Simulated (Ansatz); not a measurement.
## K3Ir: input and output

Input file of Ansatz 0.2.0:

```yaml
crystal:
  lattice:
    - [2.79799181, 4.8462628, 0.0]
    - [-2.79799181, 4.8462628, 0.0]
    - [0.0, 0.0, 9.88220489]
  atoms:
    - { symbol: Ir, position: [0.3333, 0.3334, 0.25], spin: 1, spin_axis: [0.47115, 0.3068, -0.82698] }
    - { symbol: Ir, position: [0.6666, 0.6667, 0.75], spin: 1, spin_axis: [0.93798, -0.02637, 0.34569] }
    - { symbol: K, position: [0.3333, 0.3334, 0.5833] }
    - { symbol: K, position: [0.6666, 0.6667, 0.0833] }
    - { symbol: K, position: [0.3333, 0.3334, 0.9167] }
    - { symbol: K, position: [0.6667, 0.6667, 0.4167] }
    - { symbol: K, position: [0.0, 0.0, 0.25] }
    - { symbol: K, position: [0.0, 0.0, 0.75] }
  symmetry: { tolerance: 0.0003 }
kpoints:
  mp_grid: { grid: [7, 7, 4], shift: [0, 0, 0] }
  band_path:
    path:
      - [0.0, 0.0, 0.0]
      - [0.49999998, -6.0e-08, 0.0]
      - [0.66666661, 0.33333324, 0.0]
      - [0.0, 0.0, 0.0]
      - [0.0, 0.0, 0.5]
      - [0.49999998, -6.0e-08, 0.5]
      - [0.66666661, 0.33333324, 0.5]
      - [0.0, 0.0, 0.5]
    npoints: 7
magnetization:
  noncollinear: true
  spin_orbit: false
scf:
  occupations: { method: fermi_dirac }
  lower_state_search: "off"
  max_iter: 200
hamiltonian:
  pseudopotentials: { kind: paw }
  xc: pbesol
basis:
  ecutwfc: 420
  fft_grid_basis: typed
output:
  forces: true
  stress: true
  eigenvalues: true
  bader: true
  populations: true
  elf: true
  write_potential: true
  volumetric_format: npy
  dos:
    e_range: [-12, 8]
    de: 0.05
    projected: { site_lists: { Ir: [Ir], K: [K] } }
    method: { smearing: { sigma: 0.1, scheme: gaussian } }
checkpoint:
  read: saved_state
```

The saved state is an earlier solution for the same cell, perhaps on another mesh. The state carries no moments; the state need not be the lowest.

Output (shortened):

```
Warning: the atoms were moved onto the symmetric positions of the space group found under crystal.symmetry.tolerance 3.0e-4 (fractional; no operation is sought that the atoms, as they stand in a round, miss by more than twice it, and no atom is moved by as much as it), and the run uses the moved positions.
Pseudopotentials: kind: paw
Pseudopotential: Ir, paw, valence charge 17, recommended cutoff 420 eV (normal), Ir.paw.azcp
Pseudopotential: K, paw, valence charge 9, recommended cutoff 420 eV (normal), K.paw.azcp
Functional definition: PBEsol
  exchange = pbesol_x
  correlation = pbesol_c
Crystal: 8 atoms, lattice volume = 268.002 Å³
Basis set: ecut = 420 eV, 5217 PW (Γ), exchange–correlation on 80×80×144 points (8 copies of the dense FFT grid, shifted against one another)
Bands: 106, of which v1, the nominal top of the filled ones, is band 88 counted from 1 (87 counted from 0)
Symmetry: 24 space group operations + 24 with time reversal
Moments: of one size on atoms that these operations exchange, one fixing the others by the rotation that the starting moments gave each, and all in one plane where the starting moments lie in one or along one axis (crystal.symmetry.detect: false holds none)
k-points: 24 of 196
Initial density: read from a saved state, or passed on in memory by an earlier SCF of this step, an earlier step, the calling program or the single point that the run made first
Starting moments: Σ|m| = 2 μB on 2 of 8 sites; this step starts from the density that it was given
Functional: x = pbesol(κ = 0.804, μ = 0.1235), c = pbesol(β = 0.046)
Magnetization: |M| = 0.0000 μB,  M = (+0.0000, +0.0000,  0.0000) μB
Absolute magnetization: 0.0000 μB (∫|m|, with the PAW one-centre terms)
  site 0: m = (+0.0000,  0.0000, +0.0000) μB, |m| = 0.0000 μB  (R = 1.33 Å)
  site 1: m = ( 0.0000, +0.0000,  0.0000) μB, |m| = 0.0000 μB  (R = 1.33 Å)
  site 2: m = (+0.0000, +0.0000,  0.0000) μB, |m| = 0.0000 μB  (R = 1.36 Å)
  site 3: m = (+0.0000, +0.0000,  0.0000) μB, |m| = 0.0000 μB  (R = 1.36 Å)
  site 4: m = (+0.0000, +0.0000,  0.0000) μB, |m| = 0.0000 μB  (R = 1.36 Å)
  site 5: m = (+0.0000, +0.0000,  0.0000) μB, |m| = 0.0000 μB  (R = 1.36 Å)
  site 6: m = (+0.0000, +0.0000,  0.0000) μB, |m| = 0.0000 μB  (R = 1.33 Å)
  site 7: m = (+0.0000, +0.0000, +0.0000) μB, |m| = 0.0000 μB  (R = 1.33 Å)
Free energy (F): -32688.1091 eV
Harris-Foulkes:  -32688.1091 eV  (|F-HF|=1.16e-10)
Internal energy: -32687.9083 eV  (E = F + TS)
E sigma→0 (E₀):  -32688.0087 eV
Entropy (-TS):   -0.2008 eV (-25.100 meV/atom)
Fermi energy:    6.1289 eV
--- Per-component energies (eV) ---
  E_band       = -1289.4663
  E_kinetic    = 2774.4507
  E_local      = -8390.4310  (includes V_loc(G=0)·N_el)
  E_nonlocal   = 243.9857
  E_hartree    = 3152.9281
  E_xc         = -1327.3917
  E_vxc        = -1572.9259  (∫ρ·V_xc dr)
  E_paw        = -22751.3174  (= ΣΔE_a)
  E_vpaw       = -650.4023  (= ΣTr[D̂ρ^β])
  E_aug_tail   = 0.0001  (compensation charges beyond the density's cutoff)
  E_ewald      = -6391.3107
  E_core_change = 1.1779  (= ΣΔE_core)
  E_smearing   = -0.2008  (= −TS)
--- Forces (eV/Å), atoms counted from 1 ---
  atom   1  Ir     0.0000     0.0000     0.0000
  atom   2  Ir     0.0000     0.0000     0.0000
  atom   3  K      0.0000     0.0000    -0.1425
  atom   4  K      0.0000     0.0000    -0.1425
  atom   5  K      0.0000     0.0000     0.1425
  atom   6  K      0.0000     0.0000     0.1425
  atom   7  K      0.0000     0.0000     0.0000
  atom   8  K      0.0000     0.0000     0.0000
--- Stress (GPa, compression-positive) ---
       -0.7819       0.0000       0.0000
        0.0000      -0.7819       0.0000
        0.0000       0.0000      -0.0878
  P = ⅓ Tr σ = -0.5505 GPa (-5.505 kbar)
--- Löwdin populations: 8 sites ---
  site symbol       q [e]
     0     Ir     18.1481
     1     Ir     18.1481
     2      K      8.4537
     3      K      8.4537
     4      K      8.4537
     5      K      8.4537
     6      K      8.4496
     7      K      8.4496
  spilling = 0.0112 (of n_electrons = 88.0000)
```

Absolute energies hang on the potentials; compare differences alone.

Origin: a known structure type with other elements, at an estimated volume, so it need not be a known compound.
